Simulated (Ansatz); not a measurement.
RuRhN₂:
```
RuRhN2
1.0
    1.39582     0.80588     6.37698
   -1.39582     0.80588     6.37698
    0.00000    -1.61175     6.37698
Ru Rh N
1 1 2
Direct
  0.50000   0.50000   0.50000
  0.00000   0.00000   0.00000
  0.89957   0.89957   0.89957
  0.10043   0.10043   0.10043
```
The run is spin-polarised; directions of the spins, atom by atom: ↑ 0 0 0.

Relaxed with r²SCAN.

**Question.** Give the Bader charges and basin volumes of the independent atoms, r²SCAN in the plane-wave PAW code Ansatz.

**Answer.** 

```tsv
atom	Bader charge (e)	Bader volume (Å³)
Ru1	+1.35	10.2
Rh2	+0.53	14.7
N3	-0.94	9.1
```

Space group R-3m. The start of the workflow was typed in or built on a structure type; neither database checked (COD, Materials Project) lists it. Whether it is the stable phase at ambient conditions was not checked. Symmetry was held in the r²SCAN relaxation; its stability against distortions is not shown here. Spin order of the final state: ferromagnetic, the only order run, not a proven ground state. Its formation energy is positive at this level, so the cell may be metastable or incomplete. Other orbital occupations within this spin state were not tried. No Hubbard U is applied.

Potentials: the later of the program's two PAW sets.
